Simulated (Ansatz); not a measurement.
## Optical constants of BaSO

All numbers below come from DFT PBEsol, scalar-relativistic, plane waves, PAW in Ansatz. Cutoff 420 eV, 10×10×10 k-points (Γ-centred), Gaussian smearing of 0.01 eV. No spin polarisation.

The cell, relaxed at this level:
```
Ba S O
1.0
    -2.14665    2.14665    3.62691
     2.14665   -2.14665    3.62691
     2.14665    2.14665   -3.62691
Ba S O
1 1 1
Direct
  0.97453 0.97453 0.00000
  0.39771 0.39771 0.00000
  0.62776 0.62776 0.00000
```

The cell was built by swapping an element in a database structure (itself possibly hypothetical) and relaxing; it need not be the stable form of this composition. Spin–orbit coupling is left out, which matters for heavy elements.

Independent-particle response (no local fields, no excitons) on a 14×14×14 mesh, broadened by 0.1 eV. Light polarised along y. The bands above those solved add 0.35 to ε₁ at zero frequency; that share is added as a constant.

Task: Tabulate ε₁ and ε₂ against photon energy.

Result:
| E (eV) | ε₁ | ε₂ |
| --- | --- | --- |
| 0.1 | 5.21 | 0.00 |
| 0.5 | 5.30 | 0.00 |
| 0.9 | 5.74 | 0.19 |
| 1.3 | 5.41 | 0.61 |
| 1.7 | 5.52 | 0.62 |
| 2.1 | 5.56 | 0.79 |
| 2.5 | 5.96 | 1.10 |
| 2.9 | 5.14 | 1.98 |
| 3.3 | 5.12 | 1.43 |
| 3.7 | 5.26 | 1.19 |
| 4.1 | 6.04 | 0.89 |
| 4.5 | 8.18 | 0.98 |
| 4.9 | 8.68 | 6.35 |
| 5.3 | 5.45 | 8.73 |
| 5.7 | 3.35 | 7.75 |
| 6.1 | 0.63 | 7.13 |

Task: Where is the highest local maximum of ε₂ between 0.3 and 6 eV?

Result: At 5.3 eV, where ε₂ = 8.7.

Task: How do the static value and the gaps compare?

Result: ε₁(0) = 5.21; on the self-consistent k mesh the Kohn–Sham gap is 0.91 eV and the least direct gap 0.91 eV.